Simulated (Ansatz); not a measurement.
This Ga3Sb structure is the end of a relaxation. It was relaxed at this level from a Materials Project cell.

The calculation used DFT PBE, scalar-relativistic, plane waves, PAW (Ansatz 0.2.0). Cutoff 420 eV, Γ-centred mesh, Gaussian smearing, no spin polarisation.

```cif
data_structure
_symmetry_space_group_name_H-M 'P 1'
_symmetry_Int_Tables_number 1
_cell_length_a 5.3763
_cell_length_b 5.3763
_cell_length_c 5.3763
_cell_angle_alpha 130.362
_cell_angle_beta 130.362
_cell_angle_gamma 72.829
_cell_volume 88.14
loop_
_atom_site_label
_atom_site_type_symbol
_atom_site_fract_x
_atom_site_fract_y
_atom_site_fract_z
_atom_site_occupancy
Ga1 Ga 0.75000 0.25000 0.50000 1
Ga2 Ga 0.25000 0.75000 0.50000 1
Ga3 Ga 0.50000 0.50000 0.00000 1
Sb1 Sb 0.00000 0.00000 0.00000 1
```

Formation energies are uncorrected and refer to the elements' standard structures at the same level.

(1) Find its symmetry and describe it.

(2) How far does it lie from the elements in energy?

(3) Is it a metal?

Results:

(1) I4/mmm (No. 139), the TiAl3 (D0_22) type. Conventional cell: a = 4.513 Å, c = 8.653 Å. Ga on a site of symmetry -4m2 has 4 Sb at 3.13 Å and 8 Ga at 3.13–3.19 Å; around Ga on a site of symmetry 4/mmm lie 8 Ga at 3.13 Å and 4 Sb at 3.19 Å; around Sb lie 12 Ga at 3.13–3.19 Å.

(2) +0.07 eV/atom. A positive value: parting into the elements would lower its energy.

(3) Yes, bands cross the Fermi level on the 16×16×16 mesh.

The last run used a 16×16×16 mesh for its 4-atom cell and Gaussian smearing of 0.10 eV. These runs have no spin–orbit coupling, which can matter for Sb. Symmetry constrained the relaxation, so the result can be a saddle point. Another cell of Ga3Sb relaxed alike, in P-3m1, lies 19 meV/atom lower, so this cell isn't the stable form at this level.
